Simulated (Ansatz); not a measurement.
Problem. Tl (hcp (Mg type), P6_3/mmc) is relaxed with the program Ansatz at the LDA level (PAW). What lattice parameters of the conventional cell result?

Solution. a = 3.389 Å, c = 5.478 Å.

Its a lies over 2 % below tabulated measurements.

The LDA relaxation kept the symmetry of its start. Axis ratios of metals converge slowly with the k-mesh, so a and c are less sure than the volume. Spin–orbit coupling is left out wherever it is not named.

Potentials: the earlier of the program's two PAW sets. The files were generated under PBE; for other functionals the program regenerates the frozen cores, and for LDA and PBEsol the local potential too.
